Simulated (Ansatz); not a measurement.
Ti$_{2}$SnC:
```
Ti2SnC
1.0
    3.16524     0.00000     0.00000
   -1.58262     2.74118     0.00000
    0.00000     0.00000    13.73098
Ti Sn C
4 2 2
Cartesian
  0.00000   1.82745   1.10882
  1.58262   0.91373  12.62216
  1.58262   0.91373   7.97431
  0.00000   1.82745   5.75667
  0.00000   1.82745  10.29824
  1.58262   0.91373   3.43275
  0.00000   0.00000   0.00000
  0.00000   0.00000   6.86549
```

Relaxed with r²SCAN. Special points in fractions of this cell's reciprocal vectors: Γ (0.000, 0.000, 0.000); M (0.500, 0.000, 0.000); K (0.333, 0.333, 0.000); A (0.000, 0.000, 0.500); L (0.500, 0.000, 0.500); H (0.333, 0.333, 0.500).

Problem. List the band energies nearest the Fermi level at these points for plane-wave PAW r²SCAN with spin–orbit coupling (Ansatz code).

Solution. In eV from the Fermi level; about four levels below and three above (degenerate sets whole), none deeper than 8.9 eV; points with the same levels are listed once.

```
k                                            below                                    above
-  -----------------------------------------------  ---------------------------------------
Γ              -3.13 -3.13 -3.12 -3.12 -2.82 -2.82  0.34 0.34 0.35 0.35 0.35 0.35 0.35 0.35
M                          -1.67 -1.67 -1.63 -1.63                      1.11 1.11 1.26 1.26
K                          -2.08 -2.08 -0.67 -0.67                      0.68 0.68 0.77 0.77
A  -3.14 -3.14 -3.14 -3.14 -3.13 -3.13 -3.13 -3.13                      0.34 0.34 0.34 0.34
L                          -1.65 -1.65 -1.65 -1.65                      1.33 1.33 1.33 1.33
H                          -0.12 -0.12 -0.10 -0.10                      0.66 0.66 0.67 0.67
```

Space group P6_3/mmc. The workflow started from a Materials Project entry (that database holds measured and hypothetical structures alike); the Crystallography Open Database copy checked does not list it. Whether it is the stable phase at ambient conditions was not checked. Symmetry was held in the r²SCAN relaxation; its stability against distortions is not shown here. No spin polarisation was allowed.

Potentials: the later of the program's two PAW sets.
